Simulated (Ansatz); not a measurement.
# BaMg$_{6}$Cd: energy from the work of forces and stress

```yaml
crystal:
  lattice:
    - [5.17015, 0.00000, 0.00000]
    - [0.00000, 3.53136, 6.05841]
    - [0.00000, -3.53136, 6.05841]
  atoms:
    - { symbol: Ba, position: [0.00000, 0.83085, 0.83085] }
    - { symbol: Mg, position: [0.00000, 0.33709, 0.82226] }
    - { symbol: Mg, position: [0.00000, 0.82226, 0.33709] }
    - { symbol: Mg, position: [0.00000, 0.34033, 0.34033] }
    - { symbol: Mg, position: [0.50000, 0.20540, 0.65026] }
    - { symbol: Mg, position: [0.50000, 0.65026, 0.20540] }
    - { symbol: Mg, position: [0.50000, 0.16689, 0.16689] }
    - { symbol: Cd, position: [0.50000, 0.64692, 0.64692] }
```

Computed with DFT PBE, scalar-relativistic, plane waves, PAW (Ansatz).

Settings: cutoff 420 eV, Γ-centred mesh 8×6×6 on the computed 8-atom cell, Gaussian smearing of 0.10 eV; no spin polarisation.

At the start the stress (GPa, compression positive, xx yy zz yz xz xy) is 0.26 -0.14 -0.03 0.00 0.00 0.00 and the forces (eV/Å) are Ba1 (0.00, 0.00, -0.03); Mg2 (0.00, 0.01, 0.00); Mg3 (0.00, -0.01, 0.00); Mg4 (0.00, 0.00, 0.01); Mg5 (0.00, 0.04, 0.04); Mg6 (0.00, -0.04, 0.04); Mg7 (0.00, 0.00, 0.01); Cd8 (0.00, 0.00, -0.06). Each variant moves atoms by u and then strains the cell by ε, so an atom ends at (r + u)(1 + ε); shears are tensor components, each standing twice in ε. The starting volume is 221.22 Å³.

Variant 1: strain (xx yy zz yz xz xy, %) -2.17 0.30 -3.35 0.00 4.00 0.00, moves (Å) Ba1 (0.051, 0.000, 0.000); Mg2 (-0.069, -0.032, -0.019); Mg3 (-0.069, 0.032, -0.019); Mg4 (-0.009, 0.000, -0.061); Mg5 (0.047, 0.064, 0.021); Mg6 (0.047, -0.064, 0.021); Mg7 (0.016, 0.000, -0.122); Cd8 (-0.015, 0.000, 0.180). There the stress is 3.39 1.08 1.76 0.00 -2.05 0.00 GPa and the forces (eV/Å) are Ba1 (-0.39, 0.00, 0.44); Mg2 (0.12, 0.13, 0.13); Mg3 (0.12, -0.13, 0.13); Mg4 (0.21, 0.00, 0.00); Mg5 (-0.23, -0.09, -0.07); Mg6 (-0.23, 0.09, -0.07); Mg7 (-0.15, 0.00, 0.07); Cd8 (0.56, 0.00, -0.63).

Variant 2: strain (xx yy zz yz xz xy, %) 0.59 3.87 1.15 0.00 0.00 0.00, moves (Å) Ba1 (0.000, 0.000, -0.060); Mg2 (0.000, -0.009, -0.006); Mg3 (0.000, 0.009, -0.006); Mg4 (0.000, 0.000, -0.018); Mg5 (0.000, -0.008, 0.035); Mg6 (0.000, 0.008, 0.035); Mg7 (0.000, 0.000, -0.002); Cd8 (0.000, 0.000, 0.022). There the stress is -0.59 -1.95 -0.88 0.00 0.00 0.00 GPa and the forces (eV/Å) are Ba1 (0.00, 0.00, 0.29); Mg2 (0.00, 0.01, -0.05); Mg3 (0.00, -0.01, -0.05); Mg4 (0.00, 0.00, 0.05); Mg5 (0.00, 0.13, 0.00); Mg6 (0.00, -0.13, 0.00); Mg7 (0.00, 0.00, 0.00); Cd8 (0.00, 0.00, -0.24).

Variant 3: strain (xx yy zz yz xz xy, %) 6.15 -1.38 -4.33 0.00 0.00 0.00, moves (Å) Ba1 (0.000, 0.000, 0.054); Mg2 (0.000, -0.076, 0.023); Mg3 (0.000, 0.076, 0.023); Mg4 (0.000, 0.000, -0.077); Mg5 (0.000, 0.041, -0.036); Mg6 (0.000, -0.041, -0.036); Mg7 (0.000, 0.000, 0.014); Cd8 (0.000, 0.000, 0.033). There the stress is -1.92 0.71 0.86 0.00 0.00 0.00 GPa and the forces (eV/Å) are Ba1 (0.00, 0.00, -0.25); Mg2 (0.00, 0.16, 0.07); Mg3 (0.00, -0.16, 0.07); Mg4 (0.00, 0.00, 0.11); Mg5 (0.00, -0.23, -0.04); Mg6 (0.00, 0.23, -0.04); Mg7 (0.00, 0.00, -0.10); Cd8 (0.00, 0.00, 0.18).

Variant 4: strain (xx yy zz yz xz xy, %) -4.70 -3.79 1.76 0.00 0.00 0.00, moves (Å) Ba1 (0.000, 0.000, -0.418); Mg2 (0.000, 0.206, -0.020); Mg3 (0.000, -0.206, -0.020); Mg4 (0.000, 0.000, -0.027); Mg5 (0.000, -0.174, 0.083); Mg6 (0.000, 0.174, 0.083); Mg7 (0.000, 0.000, -0.079); Cd8 (0.000, 0.000, 0.397). There the stress is 7.89 0.47 4.14 0.00 0.00 0.00 GPa and the forces (eV/Å) are Ba1 (0.00, 0.00, 3.42); Mg2 (0.00, -0.92, -0.78); Mg3 (0.00, 0.92, -0.78); Mg4 (0.00, 0.00, 0.05); Mg5 (0.00, 0.16, -0.06); Mg6 (0.00, -0.16, -0.06); Mg7 (0.00, 0.00, 0.25); Cd8 (0.00, 0.00, -2.06).

Task: Estimate each change of free energy from forces and stresses by the trapezoid rule along the path (r + tu)(1 + tε), t from 0 to 1, and compare with the computed change.

Result: The derivative of the energy along the path is −F·u(1 + tε) for the atoms and −V σ(1 + tε)⁻¹ : ε for the cell, with F, σ and V taken at t (σ positive in compression; 1 eV/Å³ = 160.2 GPa). Averaging t = 0 and t = 1 gives, in meV per atom:
```csv
variant,work on atoms,work on cell,sum,computed
1,13.6,26.2,39.8,36.7
2,1.5,8.2,9.7,10.1
3,3.7,12.1,15.9,16.6
4,169.9,27.7,197.6,170.2
```

The rule is exact for a quadratic energy surface and overshoots a term ct³ by c/2, so the difference between the last two columns measures the net anharmonic part along the path (terms of opposite sign can cancel, and the finite basis adds a little): 4 to 16 % here. The largest difference belongs to a path far outside the harmonic range.

Cost: 5 runs of about 7 core-minutes in all, on Arm Neoverse V1 (shared hosts).